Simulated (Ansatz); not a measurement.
Sb:
```xyz
4
Lattice="-3.4767 3.4767 3.4767 3.4767 -3.4767 3.4767 3.4767 3.4767 -3.4767" Properties=species:S:1:pos:R:3 pbc="T T T"
Sb    -2.4715     2.4715     2.4715
Sb     2.4715    -2.4715     2.4715
Sb     2.4715     2.4715    -2.4715
Sb     1.0052     1.0052     1.0052
```

Relaxed with r²SCAN+D4. Special points in fractions of this cell's reciprocal vectors: Γ (0.000, 0.000, 0.000); H (0.500, -0.500, 0.500); N (0.000, 0.000, 0.500); P (0.250, 0.250, 0.250).

Problem. List the band energies nearest the valence-band maximum at these points for the program Ansatz at the r²SCAN+D4 level (PAW).

Solution. In eV from the valence-band maximum; about four levels below and three above (degenerate sets whole), none deeper than 8.9 eV; points with the same levels are listed once.

```tsv
k	below	above
Γ	-2.27 -2.27 -2.27 0.00 0.00	1.29 1.29 1.29
H	-1.65 -0.58 -0.58 -0.58	2.54 2.54 2.54
N	-1.09 -0.48 -0.41 -0.35	1.80 2.13 3.12
P	-1.65 -1.65 -1.65 -0.43 -0.43	2.87 2.87 2.87
```

Space group I-43m. The start of the workflow was typed in or built on a structure type; neither database checked (COD, Materials Project) lists it. It is not the phase usual at ambient conditions (space group No. 166). The cell was relaxed with r²SCAN+D4 under the symmetry of its start; whether a distortion lowers the energy is not shown. The volume moved by 16 % from the start of the relaxation. Spin–orbit coupling is left out wherever it is not named.

Potentials: the later of the program's two PAW sets.
